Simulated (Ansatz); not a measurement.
# What DFT gives for Ga$_{6}$Ge

```yaml
crystal:
  lattice:
    - [5.52512, 0.00000, 0.00000]
    - [0.00000, 5.52512, 0.00000]
    - [0.00000, 0.00000, 5.52512]
  atoms:
    - { symbol: Ga, position: [0.21000, 0.50000, 0.50000] }
    - { symbol: Ga, position: [0.50000, 0.21000, 0.50000] }
    - { symbol: Ga, position: [0.79000, 0.50000, 0.50000] }
    - { symbol: Ga, position: [0.50000, 0.79000, 0.50000] }
    - { symbol: Ga, position: [0.50000, 0.50000, 0.21000] }
    - { symbol: Ga, position: [0.50000, 0.50000, 0.79000] }
    - { symbol: Ge, position: [0.00000, 0.00000, 0.00000] }
```

Method: r2SCAN, no spin polarisation; PAW, plane waves to 500 eV, 6×6×6 Γ-centred mesh, fermi-dirac occupations (width 0.1 eV) (Ansatz 0.2.0), atoms fixed.

(1) Is it stable against the elements?

(2) What does the stress say?

(3) Describe some of the short contacts.

(4) Is there a gap?

(5) Which atom feels the largest force, and which way?

Origin: a known structure type with other elements, at an estimated volume, so it need not be a known compound. Caveats: atoms or cell far from equilibrium.

Answers

(1) 1.17 eV an atom against the elements' usual phases (free molecules for gases, crystals otherwise, with no correction for O₂ or N₂), so at this geometry it isn't bound against them. Relaxing would lower it.

(2) The pressure is 18.0 GPa (compression positive), so with the atoms held at these fractions the cell would first expand; the forces are large, so a full relaxation may end otherwise.

(3) Ga–Ga at 2.27 Å: least valence density 0.52 e/Å³ and ELF 0.45 there. Ge–Ga at 4.08 Å: least valence density 0.04 e/Å³ and ELF 0.09 there. These are pseudo-fields; inside the PAW spheres they differ from the all-electron ones.

(4) It is a metal, with about 3.9 states/eV a cell as the mean within 0.25 eV of the Fermi level, mostly Ge p (52 %) and Ga p (42 %).

(5) The largest is on Ga1 (and as large on other atoms): 6.03 eV/Å, components (-6.03, 0.00, 0.00). It makes 135° with the line to a nearest neighbour, Ga2 at 2.27 Å, pointing away from it.
